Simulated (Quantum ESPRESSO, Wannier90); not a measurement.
**GaBi (zinc blende), plane waves to Wannier functions**

Structure: Materials Project mp-1018126, symmetrised, not relaxed again. Not found in the COD (Crystallography Open Database) copy used; not checked further. Method: LDA plane waves in Quantum ESPRESSO 7.5 (PseudoDojo norm-conserving files, 64 Ry, no spin polarisation, no spin-orbit coupling), Bloch states on a 8×8×8 mesh through Γ, Wannier90 4.0.1. Density: 12×12×12 mesh, cold smearing 0.01 Ry. Spin-orbit coupling is left out although heavy elements are present.

On the energy scale of pw.x, whose zero is arbitrary, the Fermi level lies at 7.52 eV.

Input w.win:

```
num_bands = 10
num_wann = 8
exclude_bands = 1-10,21-25
num_iter = 800
conv_tol = 1.0e-6
conv_window = 4
dis_num_iter = 1000
dis_conv_tol = 1.0e-6
dis_froz_max = 9.02
write_hr = true
write_u_matrices = true
begin projections
Ga: s;p
Bi: s;p
end projections
begin unit_cell_cart
ang
    0.0000000000    3.1826650000    3.1826650000
    3.1826650000    0.0000000000    3.1826650000
    3.1826650000    3.1826650000    0.0000000000
end unit_cell_cart
begin atoms_frac
Ga  -0.2500000000 -0.2500000000 -0.2500000000
Bi   0.0000000000  0.0000000000  0.0000000000
end atoms_frac
mp_grid = 8 8 8
begin kpoints
0.0000000000 0.0000000000 0.0000000000
0.0000000000 0.0000000000 0.1250000000
0.0000000000 0.0000000000 0.2500000000
... (509 more lines: the 8x8x8 mesh through Gamma)
end kpoints
```

Input of pw2wannier90.x that gives the overlap and projection files (equivalent; here they were cut from one run over all bands):

```
&inputpp
  outdir = './out'
  prefix = 'pwscf'
  seedname = 'w'
  write_amn = .true.
  write_mmn = .true.
/
```

Output w.wout (banner and timings cut):

```
                                    ------
                                    SYSTEM
                                    ------

                              Lattice Vectors (Ang)
                    a_1     0.000000   3.182665   3.182665
                    a_2     3.182665   0.000000   3.182665
                    a_3     3.182665   3.182665   0.000000

                   Unit Cell Volume:      64.47670  (Ang^3)

                        Reciprocal-Space Vectors (Ang^-1)
                    b_1    -0.987095   0.987095   0.987095
                    b_2     0.987095  -0.987095   0.987095
                    b_3     0.987095   0.987095  -0.987095

 *----------------------------------------------------------------------------*
 |   Site       Fractional Coordinate          Cartesian Coordinate (Ang)     |
 +----------------------------------------------------------------------------+
 | ga   1  -0.25000  -0.25000  -0.25000   |   -1.59133  -1.59133  -1.59133    |
 | bi   1   0.00000   0.00000   0.00000   |    0.00000   0.00000   0.00000    |
 *----------------------------------------------------------------------------*
                                ------------
                                K-POINT GRID
                                ------------

             Grid size =  8 x  8 x  8      Total points =  512

 *---------------------------------- MAIN ------------------------------------*
 |  Number of Wannier Functions               :                 8             |
 |  Number of Objective Wannier Functions     :                 8             |
 |  Number of input Bloch states              :                10             |
 |  Output verbosity (1=low, 5=high)          :                 1             |
 |  Timing Level (1=low, 5=high)              :                 1             |
 |  Optimisation (0=memory, 3=speed)          :                 3             |
 |  Length Unit                               :               Ang             |
 |  Post-processing setup (write *.nnkp)      :                 F             |
 |  Using Gamma-only branch of algorithms     :                 F             |
 *----------------------------------------------------------------------------*
 *------------------------------- WANNIERISE ---------------------------------*
 |  Total number of iterations                :               800             |
 |  Number of CG steps before reset           :                 5             |
 |  Trial step length for line search         :             2.000             |
 |  Convergence tolerence                     :         0.100E-05             |
 |  Convergence window                        :                 4             |
 |  Iterations between writing output         :                 1             |
 |  Iterations between backing up to disk     :               100             |
 |  Write r^2_nm to file                      :                 F             |
 |  Write xyz WF centres to file              :                 F             |
 |  Write on-site energies <0n|H|0n> to file  :                 F             |
 |  Use guiding centre to control phases      :                 F             |
 |  Use phases for initial projections        :                 F             |
 *----------------------------------------------------------------------------*
 *------------------------------- DISENTANGLE --------------------------------*
 |  Using band disentanglement                :                 T             |
 |  Total number of iterations                :              1000             |
 |  Mixing ratio                              :             0.500             |
 |  Convergence tolerence                     :         1.000E-06             |
 |  Convergence window                        :                 3             |
 *----------------------------------------------------------------------------*
 *-------------------------------- PLOTTING ----------------------------------*
 |  Plotting Hamiltonian in WF basis          :                 T             |
 *----------------------------------------------------------------------------*

       ... (k-mesh section left out)

 Starting a new Wannier90 calculation ...

 Reading overlaps from w.mmn

 Reading projections from w.amn

 *------------------------------- DISENTANGLE --------------------------------*
 +----------------------------------------------------------------------------+
 |                              Energy  Windows                               |
 |                              ---------------                               |
 |                   Outer:   -4.64221  to   17.70491  (eV)                   |
 |                   Inner:   -4.64221  to    9.02000  (eV)                   |
 +----------------------------------------------------------------------------+
   Number of target bands to extract:    8

                   Unitarised projection of Wannier functions
                   ------------------------------------------
   A_mn = <psi_m|g_n> --> S = A.A^+ --> U = S^-1/2.A
   In dis_project... done
   Using an inner window (linner = T)
   In dis_proj_froz... done

                   Extraction of optimally-connected subspace
                   ------------------------------------------
 +---------------------------------------------------------------------+<-- DIS
 |  Iter     Omega_I(i-1)      Omega_I(i)      Delta (frac.)           |<-- DIS
 +---------------------------------------------------------------------+<-- DIS
       1      28.06095382      23.55772071       1.912E-01    <-- DIS
       2      24.96715483      22.26693011       1.213E-01    <-- DIS
       3      23.38687953      21.47452677       8.905E-02    <-- DIS
       4      22.26793708      20.94673444       6.307E-02    <-- DIS
       5      21.49219706      20.58850225       4.389E-02    <-- DIS
       6      20.95845292      20.34198988       3.030E-02    <-- DIS
       ... (lines left out)
      69      19.71905673      19.71903705       9.980E-07    <-- DIS
      70      19.71905447      19.71903687       8.923E-07    <-- DIS
      71      19.71905245      19.71903672       7.977E-07    <-- DIS

             <<<      Delta < 1.000E-06  over  3 iterations     >>>
             <<< Disentanglement convergence criteria satisfied >>>

        Final Omega_I    19.71903672 (Ang^2)

 +----------------------------------------------------------------------------+

 Writing checkpoint file w.chk... done

 *------------------------------- WANNIERISE ---------------------------------*
 +--------------------------------------------------------------------+<-- CONV
 | Iter  Delta Spread     RMS Gradient      Spread (Ang^2)            |<-- CONV
 +--------------------------------------------------------------------+<-- CONV

 ------------------------------------------------------------------------------
 Initial State
  WF centre and spread    1  ( -1.591312, -1.591311, -1.591316 )     2.21708250
  WF centre and spread    2  ( -1.591511, -1.591027, -1.591937 )     4.05012881
  WF centre and spread    3  ( -1.592167, -1.591846, -1.590934 )     4.05072824
  WF centre and spread    4  ( -1.591038, -1.591983, -1.591753 )     4.05096343
  WF centre and spread    5  ( -0.000016, -0.000007, -0.000009 )     1.79150695
  WF centre and spread    6  (  0.000105,  0.000333,  0.000357 )     3.75002013
  WF centre and spread    7  (  0.000444, -0.000393,  0.000355 )     3.75002891
  WF centre and spread    8  (  0.000085,  0.000360, -0.000386 )     3.74984753
  Sum of centres and spreads ( -6.365408, -6.365875, -6.365622 )    27.41030649

      0     0.274E+02     0.0000000000       27.4103064873  <-- CONV
        O_D=      0.1239334 O_OD=      7.5673364 O_TOT=     27.4103065 <-- SPRD
 ------------------------------------------------------------------------------
      1    -0.263E+00     0.4088358307       27.1475303137  <-- CONV
        O_D=      0.1006375 O_OD=      7.3278561 O_TOT=     27.1475303 <-- SPRD
      2    -0.119E+00     0.2574043613       27.0284270331  <-- CONV
        O_D=      0.1024042 O_OD=      7.2069862 O_TOT=     27.0284270 <-- SPRD
      3    -0.797E-01     0.2244896043       26.9486982370  <-- CONV
        O_D=      0.1020792 O_OD=      7.1275823 O_TOT=     26.9486982 <-- SPRD
      4    -0.541E-01     0.1741092854       26.8946370913  <-- CONV
        O_D=      0.1048910 O_OD=      7.0707094 O_TOT=     26.8946371 <-- SPRD
      5    -0.453E-01     0.1551475857       26.8493421823  <-- CONV
        O_D=      0.1069778 O_OD=      7.0233276 O_TOT=     26.8493422 <-- SPRD
       ... (lines left out)
    100    -0.213E-01     0.1012427684       24.3320563977  <-- CONV
        O_D=      0.0858637 O_OD=      4.5271560 O_TOT=     24.3320564 <-- SPRD
       ... (lines left out)
    200    -0.748E-02     0.0609362629       22.5747085243  <-- CONV
        O_D=      0.1024036 O_OD=      2.7532682 O_TOT=     22.5747085 <-- SPRD
       ... (lines left out)
    300    -0.184E-04     0.0041387164       21.9662080099  <-- CONV
        O_D=      0.1060315 O_OD=      2.1411398 O_TOT=     21.9662080 <-- SPRD
       ... (lines left out)
    330    -0.587E-06     0.0008103991       21.9660848005  <-- CONV
        O_D=      0.1060131 O_OD=      2.1410350 O_TOT=     21.9660848 <-- SPRD
    331    -0.902E-06     0.0005928095       21.9660838983  <-- CONV
        O_D=      0.1060131 O_OD=      2.1410341 O_TOT=     21.9660839 <-- SPRD
    332    -0.833E-06     0.0006547386       21.9660830651  <-- CONV
        O_D=      0.1060139 O_OD=      2.1410325 O_TOT=     21.9660831 <-- SPRD
             <<<     Delta < 1.000E-06  over  4 iterations     >>>
             <<< Wannierisation convergence criteria satisfied >>>
 Final State
  WF centre and spread    1  ( -1.099061, -1.098394, -2.084626 )     2.82921484
  WF centre and spread    2  ( -2.084054, -2.084052, -2.083911 )     2.83097627
  WF centre and spread    3  ( -2.084603, -1.099156, -1.098513 )     2.82966987
  WF centre and spread    4  ( -1.098375, -2.084638, -1.098955 )     2.82881597
  WF centre and spread    5  (  0.433329,  0.431852,  0.431963 )     2.66252774
  WF centre and spread    6  ( -0.432505, -0.431805,  0.433258 )     2.66171777
  WF centre and spread    7  (  0.432012, -0.432930, -0.432756 )     2.66142488
  WF centre and spread    8  ( -0.432157,  0.433228, -0.432097 )     2.66173572
  Sum of centres and spreads ( -6.365415, -6.365894, -6.365637 )    21.96608307

         Spreads (Ang^2)       Omega I      =    19.719036716
        ================       Omega D      =     0.106013870
                               Omega OD     =     2.141032479
    Final Spread (Ang^2)       Omega Total  =    21.966083065
```
